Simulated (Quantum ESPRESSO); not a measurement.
InGa2AlP4, input and log of a self-consistent run

A calculation, not a measurement. The program is pw.x of Quantum ESPRESSO 7.5 (plane-wave density functional theory). The cell is made up: 8 atoms on a zincblende/diamond lattice, with randomly drawn elements, strain and displacements, not relaxed. PseudoDojo standard norm-conserving files (v0.5 for PBE, v0.4.1 for LDA and PBEsol) set the functional; there is no spin polarisation, spin-orbit coupling or dispersion term, and the masses in the input are unused placeholders.

Input:

```
&control calculation='scf', pseudo_dir='./dojo.nc.sr.pbe.v0_5.standard.upf', outdir='./o', disk_io='low', tprnfor=.true., tstress=.true. /
&system ibrav=0, nat=8, ntyp=4, nbnd=37, ecutwfc=101.20763327, nosym=.true., tot_charge=0,
 occupations='smearing', smearing='fd', degauss=0.0018374661
/
&electrons conv_thr=7.350e-09, electron_maxstep=60, /
ATOMIC_SPECIES
Al 1.0 Al.upf
Ga 1.0 Ga.upf
In 1.0 In.upf
P 1.0 P.upf
CELL_PARAMETERS angstrom
5.5233 0.0063 -0.0434
0.0063 5.5418 0.0035
-0.0434 0.0035 5.503
ATOMIC_POSITIONS angstrom
In -0.0359 0.0024 0.0227
Ga 0.0457 2.7693 2.7768
Ga 2.7512 -0.0107 2.701
Al 2.8196 2.7796 0.0558
P 1.3921 1.3891 1.3171
P 1.3768 4.0859 4.1801
P 4.1433 1.4073 4.0527
P 4.1197 4.1809 1.3611
K_POINTS automatic
6 6 6 1 1 1
```

The log is shortened where brackets say so; the opening notice, blank lines, dates and the lines on written files are dropped, and the path of the files is cut. It prints rydbergs, bohrs and kilobars, and counts compression as positive stress.

```
     Program PWSCF v.7.5
     Parallel version (MPI & OpenMP), running on       4 processor cores
     Number of MPI processes:                 4
     Threads/MPI process:                     1
     [start-up lines left out]
     bravais-lattice index     =            0
     lattice parameter (alat)  =      10.4379  a.u.
     unit-cell volume          =    1136.6269 (a.u.)^3
     number of atoms/cell      =            8
     number of atomic types    =            4
     number of electrons       =        62.00
     number of Kohn-Sham states=           37
     kinetic-energy cutoff     =     101.2076  Ry
     charge density cutoff     =     404.8305  Ry
     scf convergence threshold =      7.3E-09
     mixing beta               =       0.7000
     number of iterations used =            8  plain     mixing
     Exchange-correlation= PBE
                           (   1   4   3   4   0   0   0)
     [axes and pseudopotential details left out]
   Cartesian axes
     site n.     atom                  positions (alat units)
         1        In     tau(   1) = (  -0.0064995   0.0004345   0.0041097  )
         2        Ga     tau(   2) = (   0.0082738   0.5013692   0.5027271  )
         3        Ga     tau(   3) = (   0.4980923  -0.0019372   0.4890038  )
         4        Al     tau(   4) = (   0.5104758   0.5032340   0.0101023  )
         5        P      tau(   5) = (   0.2520334   0.2514903   0.2384550  )
         6        P      tau(   6) = (   0.2492634   0.7397337   0.7567882  )
         7        P      tau(   7) = (   0.7501257   0.2547853   0.7337230  )
         8        P      tau(   8) = (   0.7458530   0.7569330   0.2464210  )
     number of k points=   108  Fermi-Dirac smearing, width (Ry)=  0.0018
     Number of k-points >= 100: set verbosity='high' to print them.
     Dense  grid:   156385 G-vectors     FFT dimensions: (  72,  72,  72)
     Estimated max dynamical RAM per process >     507.78 MB
     Estimated total dynamical RAM >       1.87 GB
     Initial potential from superposition of free atoms
     starting charge      61.9877, renormalised to      62.0000
     Starting wfcs are   47 randomized atomic wfcs
     total cpu time spent up to now is       10.8 secs
     per-process dynamical memory:   428.1 Mb
     Self-consistent Calculation
     iteration #  1     ecut=   101.21 Ry     beta= 0.70
     Davidson diagonalization with overlap
     ethr =  1.00E-02,  avg # of iterations =  4.1
     Threshold (ethr) on eigenvalues was too large:
     Diagonalizing with lowered threshold
     Davidson diagonalization with overlap
     ethr =  5.63E-04,  avg # of iterations =  2.0
     total cpu time spent up to now is       57.3 secs
     total energy              =    -498.92929673 Ry
     estimated scf accuracy    <       0.35872385 Ry
     iteration #  2     ecut=   101.21 Ry     beta= 0.70
     Davidson diagonalization with overlap
     ethr =  5.79E-04,  avg # of iterations =  2.2
     total cpu time spent up to now is       79.9 secs
     total energy              =    -499.01500856 Ry
     estimated scf accuracy    <       0.07863462 Ry
     iteration #  3     ecut=   101.21 Ry     beta= 0.70
     Davidson diagonalization with overlap
     ethr =  1.27E-04,  avg # of iterations =  4.5
     total cpu time spent up to now is      103.4 secs
     total energy              =    -499.02969593 Ry
     estimated scf accuracy    <       0.00489879 Ry
     iteration #  4     ecut=   101.21 Ry     beta= 0.70
     Davidson diagonalization with overlap
     c_bands:  1 eigenvalues not converged
     ethr =  7.90E-06,  avg # of iterations = 11.8
     total cpu time spent up to now is      136.9 secs
     total energy              =    -499.03089332 Ry
     estimated scf accuracy    <       0.00202720 Ry
     iteration #  5     ecut=   101.21 Ry     beta= 0.70
     Davidson diagonalization with overlap
     ethr =  3.27E-06,  avg # of iterations =  4.1
     total cpu time spent up to now is      162.3 secs
     total energy              =    -499.03125336 Ry
     estimated scf accuracy    <       0.00007232 Ry
     iteration #  6     ecut=   101.21 Ry     beta= 0.70
     Davidson diagonalization with overlap
     ethr =  1.17E-07,  avg # of iterations =  3.9
     total cpu time spent up to now is      187.9 secs
     total energy              =    -499.03127557 Ry
     estimated scf accuracy    <       0.00001179 Ry
     iteration #  7     ecut=   101.21 Ry     beta= 0.70
     Davidson diagonalization with overlap
     ethr =  1.90E-08,  avg # of iterations =  2.1
     total cpu time spent up to now is      208.2 secs
     total energy              =    -499.03127755 Ry
     estimated scf accuracy    <       0.00000116 Ry
     iteration #  8     ecut=   101.21 Ry     beta= 0.70
     Davidson diagonalization with overlap
     ethr =  1.87E-09,  avg # of iterations =  3.6
     total cpu time spent up to now is      232.0 secs
     total energy              =    -499.03127803 Ry
     estimated scf accuracy    <       0.00000011 Ry
     iteration #  9     ecut=   101.21 Ry     beta= 0.70
     Davidson diagonalization with overlap
     ethr =  1.81E-10,  avg # of iterations =  2.7
     total cpu time spent up to now is      254.3 secs
     total energy              =    -499.03127804 Ry
     estimated scf accuracy    <       0.00000004 Ry
     iteration # 10     ecut=   101.21 Ry     beta= 0.70
     Davidson diagonalization with overlap
     ethr =  6.31E-11,  avg # of iterations =  2.1
     total cpu time spent up to now is      273.8 secs
     End of self-consistent calculation
     [lines on levels left out]
!    total energy              =    -499.03127805 Ry
     estimated scf accuracy    <          1.0E-09 Ry
     smearing contrib. (-TS)   =      -0.00000000 Ry
     internal energy E=F+TS    =    -499.03127805 Ry
     The total energy is F=E-TS. E is the sum of the following terms:
     one-electron contribution =    -226.07112426 Ry
     hartree contribution      =     156.39060147 Ry
     xc contribution           =    -142.66149890 Ry
     ewald contribution        =    -286.68925636 Ry
     convergence has been achieved in  10 iterations
     Forces acting on atoms (cartesian axes, Ry/au):
     atom    1 type  3   force =     0.01361917   -0.01652953   -0.02481532
     atom    2 type  2   force =    -0.00677343   -0.00323223   -0.01189096
     atom    3 type  2   force =    -0.01579157    0.00259056    0.02237128
     atom    4 type  1   force =    -0.00080108   -0.01870512   -0.02920267
     atom    5 type  4   force =     0.03894876    0.03903130    0.05531369
     atom    6 type  4   force =     0.03543112    0.00242932   -0.03510650
     atom    7 type  4   force =    -0.05051777    0.04006552   -0.02605201
     atom    8 type  4   force =    -0.01411519   -0.04564982    0.04938249
     Total force =     0.146232     Total SCF correction =     0.000100
     Computing stress (Cartesian axis) and pressure
          total   stress  (Ry/bohr**3)                   (kbar)     P=       53.36
   0.00036867   0.00006486   0.00011721           54.23        9.54       17.24
   0.00006486   0.00035736  -0.00001371            9.54       52.57       -2.02
   0.00011721  -0.00001371   0.00036223           17.24       -2.02       53.29
     init_run     :     10.20s CPU     10.70s WALL (       1 calls)
     electrons    :    261.19s CPU    263.10s WALL (       1 calls)
     forces       :      3.69s CPU      3.74s WALL (       1 calls)
     stress       :     12.79s CPU     13.26s WALL (       1 calls)
     [timing details left out]
     PWSCF        :   4m48.09s CPU   4m51.10s WALL
     JOB DONE.
```

In other units: free energy -6789.666 eV for the cell, pressure 5.34 GPa, largest force component 1.422 eV/Å. This run is the check on a run of the same cell at 1088 eV and a 4 x 4 x 4 mesh: rerunning at 1377 eV and a 6 x 6 x 6 mesh moved values by no more than 0.008 eV in energy, 0.02 GPa in stress and 0.002 eV/Å in force.